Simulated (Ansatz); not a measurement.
Given:

C (graphite, P6_3/mmc), a = b = 2.453 Å, c = 6.767 Å, α = β = 90.00°, γ = 120.00°.

This is the r²SCAN+D4-relaxed structure.

Question: All from r²SCAN+D4 (plane waves, PAW; program Ansatz), unless another level is named. Give the bulk modulus (Birch–Murnaghan fit).

Answer: 34.0 GPa.

Question: Give the highest zone-centre frequency.

Answer: 1607 cm⁻¹.

The cell was relaxed with r²SCAN+D4 under the symmetry of its start; of distortions, only those at the zone centre were tested. As this level gives no gap, phonon frequencies hold no LO–TO term and depend on the k-mesh and smearing (Fermi–Dirac, 0.1 eV here).

Potentials: the earlier of the program's two PAW sets.
